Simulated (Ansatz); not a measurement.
AlP (zinc blende)

```cif
data_Al4P4
_chemical_formula_sum 'P4 Al4'
_space_group_name_H-M_alt 'F-43m'
_space_group_IT_number 216
_space_group_name_Hall 'F -4 2 3'
_cell_length_a 5.50735
_cell_length_b 5.50735
_cell_length_c 5.50735
_cell_angle_alpha 90.000
_cell_angle_beta 90.000
_cell_angle_gamma 90.000
loop_
_atom_site_label
_atom_site_type_symbol
_atom_site_symmetry_multiplicity
_atom_site_Wyckoff_symbol
_atom_site_fract_x
_atom_site_fract_y
_atom_site_fract_z
_atom_site_occupancy
P1 P 4 d 0.75000 0.75000 0.75000 1
Al1 Al 4 a 0.00000 0.00000 0.00000 1
```
(The calculation used a cell of 2 atoms; values per cell refer to that cell.)

This relaxed cell (volume V₀) is scaled evenly in all directions, its shape held. Symmetry pins the atoms to their sites.

Calculation: PBE (plane waves to 420 eV, PAW, scalar-relativistic; Ansatz, a first-principles code). k mesh 10×10×10 (Γ-centred), Fermi-Dirac smearing 0.05 eV. E stands for the smeared free energy. AlP was relaxed with its symmetry unable to fall. The PAW data are Ansatz's earlier set. The zero of ΔE is the relaxed starting cell.

```tsv
V (Å³/atom)	ΔE (meV/atom)
19.628	21.5
19.941	11.8
20.254	5.1
20.567	1.2
20.880	0.0
21.194	1.2
21.507	4.6
21.820	10.1
22.133	17.5
```

### Question
What is the fitted pressure derivative B₀′?

### Answer
4.2.

### Question
What bulk modulus B₀ follows from a third-order Birch-Murnaghan fit?

### Answer
82.6 GPa. Check by three points about V = 20.880 Å³/atom, step 0.313: d²E/dV² ≈ (1.2 − 2·0.0 + 1.2) meV / 0.313² = 0.0245 eV/Å⁶, and V·d²E/dV² × 160.2 = 81.8 GPa.

(Under strain, the slope of the energy per volume gives the stress and its curvature an elastic modulus.)
